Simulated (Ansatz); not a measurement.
# SrLiSbS₃ — ¹²³Sb nuclear quadrupole resonance

Cell: a measured structure from the Crystallography Open Database (COD) whose atoms were relaxed with PBE, the cell held.

Space group P2_1/c (No. 14); a = 5.9300, b = 12.3260, c = 7.9410 Å, β = 90.31°.

| site | Wyckoff | site symmetry | x | y | z |
| --- | --- | --- | --- | --- | --- |
| Li | 4e | 1 | 0.2380 | 0.7305 | 0.3547 |
| Sr | 4e | 1 | 0.7540 | 0.5756 | 0.1493 |
| Sb | 4e | 1 | 0.7321 | 0.9070 | 0.1465 |
| S13 | 4e | 1 | 0.3212 | 0.8795 | 0.1332 |
| S17 | 4e | 1 | 0.8137 | 0.7682 | 0.3676 |
| S21 | 4e | 1 | 0.7423 | 0.0676 | 0.3442 |

One atom of each set is listed.

Method: Kohn–Sham DFT in Ansatz, r2SCAN, plane waves and PAW, scalar-relativistic, 500 eV cutoff, Γ-centred 5×3×4 k-points, Fermi–Dirac smearing 0.02 eV.

¹²³Sb: I = 7/2, Q = -692.0 mb (year-2017 value). Static lattice, zero field.

Task: At which frequencies do the ¹²³Sb NQR lines lie?

Result: For I = 7/2 and η = 0 the lines are |C_Q|/14 times 1, 2 and 3; η shifts the lowest up most. At large η the states mix, and weaker lines appear at sums of the main ones; lines under 5 % of the strongest are left out.

| site | atoms | V_zz (10²¹ V/m²) | C_Q (MHz) | η | line frequencies (MHz) |
| --- | --- | --- | --- | --- | --- |
| Sb | 4 | -21.7 | 362 | 0.35 | 35.6, 49.2, 76.7, 84.8 |

Task: And for ¹²¹Sb (I = 5/2, Q = -543.0 mb) on Sb?

Result: C_Q scales with Q to 284 MHz, with lines at 48.1, 83.4 MHz.

The largest force is 0.3 eV/Å, so the atoms aren't at the calculated equilibrium and relaxing them would move these values. Without spin–orbit coupling (the program notes it for Sb) the gradients are little affected as a rule: paired runs on crystals with a gap mostly move them by under 2 % at such atoms. With these PAW files V_zz is typically within 2 to 3 % of all-electron values, but misses above 10 % occur on Sb.

Hardware: 1 thread of Arm Neoverse V1 (aarch64; 8 cores open to the job, memory cap 3.0 GiB, no GPU), a shared host with a load of 0.3 a core. Wall time 5.6 min, CPU time 5.6 min, peak memory 2.4 GiB.
